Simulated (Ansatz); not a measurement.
How far is PAW off for Ti2Cd?

```
CELL_PARAMETERS angstrom
-1.42771 1.42771 6.68756
1.42771 -1.42771 6.68756
1.42771 1.42771 -6.68756
ATOMIC_POSITIONS crystal
Ti 0.32400 0.32400 0.00000
Ti 0.67600 0.67600 0.00000
Cd 0.00000 0.00000 0.00000
```

Atoms are numbered in the order listed.

The conventional cell has a = 2.855 Å, b = 2.855 Å, c = 13.375 Å, α = 90.00°, β = 90.00°, γ = 90.00°. Ti (atom 1) is surrounded by 8 Ti at 2.83 to 2.86 Å and 4 Cd at 3.10 Å. Around Cd (atom 3) lie 4 Cd at 2.86 Å and 8 Ti at 3.10 Å.

The geometry is COD entry 1525205, unchecked; take it as a test cell. The listed cell was then made from it by scaling, straining or moving an atom.

All numbers are computed: DFT, LDA, PAW with Ansatz's default frozen-core files, scalar-relativistic (Ansatz 0.2.0); DFT, LDA, all-electron PAW with datasets made for the crystal, scalar-relativistic (Ansatz 0.2.0); DFT, LDA, all-electron LAPW, scalar-relativistic (Ansatz 0.2.0).

For PAW: a Γ-centred 16×16×16 k mesh, Fermi–Dirac smearing of 0.08 eV, cutoff 420 eV, no spin polarisation; the PAW files were made with PBE, and the program remakes their frozen cores for this functional. The crystal-made all-electron datasets (AE datasets) take a cutoff of 260 eV at this cell. LAPW targets a basis error of 1 meV/atom. The Ansatz runs share mesh, smearing and spin set-up. Plane-wave (PAW) pressures include the program's estimate of the Pulay term.

Stress and pressure are positive in compression.

The change that made this cell: volume scaled by 0.99.

```csv
quantity,PAW,AE datasets,LAPW
pressure (GPa),-7.24,-7.24,-7.24
stress xx (GPa),-7.32,-7.31,-7.32
stress zz (GPa),-7.09,-7.08,-7.08
"force on Ti1, z (eV/Å)",-0.211,-0.209,-0.209
```

PAW's pressure differs from the LAPW value by about 0.01 GPa or less.
